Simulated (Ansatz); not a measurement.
According to the program Ansatz at the r²SCAN level (PAW), ScGeCN in the trigonal phase (P3m1; Sc on 1b, Ge on 1c, C on 1b, N on 1c) relaxes to a = 3.386 Å, c = 5.331 Å. N has 4 nearest neighbours from 1.94 Å (tetrahedral). Against the elements it lies at -0.59 eV/atom, with no fitted shifts.

It is gapped at this level: 2.58 eV (indirect). The screened hybrid HSE06 puts the gap at 3.25 eV. Gap from r²SCAN with spin–orbit coupling: 2.57 eV. Electrons at the band edge weigh 0.49, 0.56, 1.5 mₑ (principal values). The hole mass is 0.76, 2.0, 2.0 mₑ (principal values).

An equation-of-state fit gives a bulk modulus of 151 GPa.

The start of the workflow was typed in or built on a structure type; neither database checked (COD, Materials Project) lists it. Its standing as an ambient phase is unchecked. The cell was relaxed with r²SCAN under the symmetry of its start; whether a distortion lowers the energy is not shown. No spin polarisation was allowed. The references are the lowest solids computed at this level, not always the standard phases (solids in place of the gases). Scalar-relativistic: spin–orbit coupling is off unless named, which matters more the heavier the elements.

Potentials: the earlier of the program's two PAW sets. The files were generated under PBE; for other functionals the program regenerates the frozen cores, and for LDA and PBEsol the local potential too.
